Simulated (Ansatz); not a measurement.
# Straining SrSi2Ag2

Theory: DFT PBEsol, scalar-relativistic, plane waves, PAW in Ansatz 0.2.0. (420 eV cutoff, 8×8×4 k-mesh, Gaussian smearing of 0.10 eV, no spin polarisation)

Reference structure (relaxed):

```xyz
10
Lattice="4.3339 0.0000 0.0000 0.0000 4.3339 0.0000 0.0000 0.0000 10.3977" Properties=species:S:1:pos:R:3 pbc="T T T"
Sr    0.0000    0.0000    0.0000
Sr    2.1670    2.1670    5.1989
Si    0.0000    0.0000    4.0303
Si    2.1670    2.1670    1.1686
Si    2.1670    2.1670    9.2292
Si    0.0000    0.0000    6.3674
Ag    0.0000    2.1670    2.5994
Ag    2.1670    0.0000    2.5994
Ag    2.1670    0.0000    7.7983
Ag    0.0000    2.1670    7.7983
```

Deformation: shear that moves c along a by the strain times its height over the a-b plane, the cell held and the atoms relaxed, all within the symmetry that the strain leaves. Energies are extrapolated to zero smearing. On this cell's mesh the reference holds a stress of up to 0.15 GPa.

Problem. Give the structure at +2.0 %.

Solution.
```xyz
10
Lattice="4.3339 0.0000 0.0000 0.0000 4.3339 0.0000 0.2080 0.0000 10.3977" Properties=species:S:1:pos:R:3 pbc="T T T"
Sr    0.0000    0.0000    0.0000
Sr    2.2709    2.1670    5.1989
Si    0.0783    0.0000    4.0309
Si    2.1926    2.1670    1.1679
Si    2.3492    2.1670    9.2298
Si    0.1297    0.0000    6.3668
Ag    0.0427    2.1670    2.5993
Ag    2.2283    0.0000    2.5996
Ag    2.3136    0.0000    7.7981
Ag    0.1653    2.1670    7.7984
```
Space group C2/m (12), 1.4 meV/atom over the relaxed crystal.